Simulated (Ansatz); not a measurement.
# Fe3Ge: pressure against volume

Fe3Ge, Pm-3m, a = 3.663 Å. The structure is a Materials Project entry; whether it is the stable form wasn't checked. Ansatz: r2SCAN, PAW, 500 eV, Γ-centred 12×12×12 mesh on 4 atoms, Gaussian smearing 0.10 eV; collinear spin, largest moment 2.7 μB. Symmetry fixes shape and atoms, so the cell is only scaled; pressure is positive in compression.

| V (Å³/atom) | P (GPa) |
| --- | --- |
| 11.547 | ? |
| 11.915 | 5.42 |
| 12.284 | 0.00 |
| 12.652 | -4.42 |
| 13.021 | -8.08 |

Task: Take V0 = 12.284 Å³/atom, fit the third-order Birch–Murnaghan form to the other rows, and predict the missing pressure.

Result: With the Eulerian strain f = ½[(V0/V)^(2/3) − 1] and y = P/[3f(1 + 2f)^(5/2)], the form is the line y = B0 + 1.5 B0 (B0′ − 4) f. Rows (f, y): 0.01027, 167.2; -0.00974, 158.9; -0.01905, 155.8. Means f = -0.006173, y = 160.63; Σ(Δf)² = 0.0004489, ΣΔfΔy = 0.1764; the slope is their ratio. y = 163.1 + 392.9 f GPa, so B0 = 163.1 GPa and B0′ = 4 + 2 × (392.9)/(3 × 163.1) = 5.61. At V = 11.547, f = 0.02106, y = 171.37 and P = 12.00 GPa. The run gave 11.74 GPa, so the fit is 0.26 GPa too high, 1.3 % of the span of the series, against an rms of 0.008 GPa on the fitted rows. The row lies outside the fitted range. The records show no cause, and too few rows are left to test a further term.

The state reached may not be the lowest one. Only parallel moments were tried here.

Cost: 5 runs of about 9.4 core-minutes in all, on Arm Neoverse V2 (shared hosts).